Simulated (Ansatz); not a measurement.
## Deforming Ti

```xyz
1
Lattice="0.0000 2.0300 2.0300 2.0300 0.0000 2.0300 2.0300 2.0300 0.0000" Properties=species:S:1:pos:R:3 pbc="T T T"
Ti    0.0000    0.0000    0.0000
```

The geometry is COD entry 1534878, unchecked; take it as a test cell.

Computed with DFT, LDA, PAW with Ansatz's default frozen-core files, scalar-relativistic in Ansatz 0.2.0.

Numerical set-up: a Γ-centred 15×15×15 k mesh, Fermi–Dirac smearing of 0.05 eV, cutoff 420 eV, no spin polarisation; the PAW files were made with PBE, and the program remakes their frozen cores for this functional.

The unchanged cell is at -4.83 GPa.

In a metal, stresses and small energies carry noise from the k mesh.

x, y and z are the Cartesian axes of the cell as listed; fractional coordinates follow a strain, and an engineering shear is twice the off-diagonal strain component.

Q: One change gave: energy change +3.0 meV/atom; stress change (xx, yy, zz, yz, xz, xy) 0.03, 0.03, 0.03, 1.03, 1.03, 1.03 GPa, compression positive. Which change was it?
A. equal xy, yz and zx engineering shear strains of -2 %
B. equal xy, yz and zx engineering shear strains of -1 %
C. equal xy, yz and zx engineering shear strains of -3 %
D. equal xy, yz and zx engineering shear strains of +1 %
E. equal xy, yz and zx engineering shear strains of +2 %
F. equal xy, yz and zx engineering shear strains of +3 %

A: A. For equal xy, yz and zx engineering shear strains of -3 %: energy change +7.0 meV/atom; stress change (xx, yy, zz, yz, xz, xy) 0.08, 0.08, 0.08, 1.63, 1.63, 1.63 GPa, compression positive. For equal xy, yz and zx engineering shear strains of -1 %: energy change +0.7 meV/atom; stress change (xx, yy, zz, yz, xz, xy) 0.01, 0.01, 0.01, 0.50, 0.50, 0.50 GPa, compression positive. For equal xy, yz and zx engineering shear strains of +2 %: energy change +2.9 meV/atom; stress change (xx, yy, zz, yz, xz, xy) 0.01, 0.01, 0.01, -1.01, -1.01, -1.01 GPa, compression positive. For equal xy, yz and zx engineering shear strains of +1 %: energy change +0.7 meV/atom; stress change (xx, yy, zz, yz, xz, xy) 0.00, 0.00, 0.00, -0.49, -0.49, -0.49 GPa, compression positive. For equal xy, yz and zx engineering shear strains of +3 %: energy change +6.6 meV/atom; stress change (xx, yy, zz, yz, xz, xy) 0.04, 0.04, 0.04, -1.51, -1.51, -1.51 GPa, compression positive.
